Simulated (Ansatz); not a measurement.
# YTl under compression and expansion

```
Y Tl
1.0
     3.75100    0.00000    0.00000
     0.00000    3.75100    0.00000
     0.00000    0.00000    3.75100
Y Tl
1 1
Direct
  0.50000 0.50000 0.50000
  0.00000 0.00000 0.00000
```

The geometry is COD entry 1527195, unchecked; take it as a test cell.

No spin–orbit coupling, which matters for the heavy atoms here.

Levels of theory: DFT, LDA, all-electron LAPW, scalar-relativistic (Ansatz 0.2.0); DFT, LDA, PAW with Ansatz's default frozen-core files, scalar-relativistic (Ansatz 0.2.0).

For LAPW: a Γ-centred 11×11×11 k mesh, Fermi–Dirac smearing of 0.08 eV, basis error target 0.25 meV/atom, no spin polarisation. PAW takes a cutoff of 420 eV at this cell (files made with PBE, cores remade for this functional). The Ansatz runs share mesh, smearing and spin set-up. Plane-wave (PAW) pressures include the program's estimate of the Pulay term.

The cell above is scaled evenly, with fractional coordinates and shape held.

Problem. Estimate the equilibrium volume and bulk modulus that full-potential LAPW gives for this fixed shape.

Solution. V0 = 25.16 Å³/atom, B0 = 71 GPa, B0′ = 4.9, from a third-order Birch–Murnaghan fit to these pressures:
| V/V(cell) | V (Å³/atom) | P, LAPW (GPa) | P, PAW (GPa) | free energy over the lowest listed, PAW (meV/atom) |
| --- | --- | --- | --- | --- |
| 0.9400 | 24.805 | 1.05 | 1.04 | 0.9 |
| 0.9600 | 25.333 | -0.46 | -0.48 | 0.0 |
| 0.9800 | 25.861 | -1.80 | -1.81 | 3.8 |
| 0.9900 | 26.124 | -2.41 | -2.42 | 7.3 |
| 1.0000 | 26.388 | -2.99 | -3.00 | 11.8 |
| 1.0100 | 26.652 | -3.53 | -3.54 | 17.2 |
| 1.0200 | 26.916 | -4.03 | -4.04 | 23.4 |
| 1.0400 | 27.444 | -4.95 | -4.96 | 38.3 |
| 1.0600 | 27.972 | -5.77 | -5.77 | 56.0 |

PAW's V0 lies -0.02 % from the all-electron value and its B0 0.0 %. Symmetry fixes shape and coordinates here, so this is the relaxed modulus.
